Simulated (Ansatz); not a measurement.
TiSe2:
```xyz
3
Lattice="3.4823 0.0000 0.0000 -1.7411 3.0158 0.0000 0.0000 0.0000 5.8642" Properties=species:S:1:pos:R:3 pbc="T T T"
Ti     0.0000     0.0000     0.0000
Se     0.0000     2.0105     1.5528
Se     1.7411     1.0053     4.3113
```

Relaxed with PBE+D3(BJ). Special points in fractions of this cell's reciprocal vectors: Γ (0.000, 0.000, 0.000); M (0.500, 0.000, 0.000); K (0.333, 0.333, 0.000); A (0.000, 0.000, 0.500); L (0.500, 0.000, 0.500); H (0.333, 0.333, 0.500).

Q: List the band energies nearest the Fermi level at these points for PBE+D3(BJ) with spin–orbit coupling in the plane-wave PAW code Ansatz.

A: In eV from the Fermi level; about four levels below and three above (degenerate sets whole), none deeper than 8.9 eV; points with the same levels are listed once.

```tsv
k	below	above
Γ	-2.30 -2.30 -2.16 -2.16	0.17 0.17 0.53 0.53
M	-2.22 -2.22 -1.39 -1.39	0.07 0.07 1.50 1.50
K	-2.66 -2.66 -2.37 -2.37	1.26 1.26 1.74 1.74
A	-2.21 -2.21 -2.08 -2.08	0.15 0.15 0.47 0.47
L	-0.78 -0.78 -0.23 -0.23	1.50 1.50 1.89 1.89
H	-2.10 -2.10 -2.06 -2.06	1.26 1.26 1.27 1.27
```

Space group P-3m1 (CdI2 type). Symmetry was held in the PBE+D3(BJ) relaxation. The run is not spin-polarised.

Potentials: the later of the program's two PAW sets.
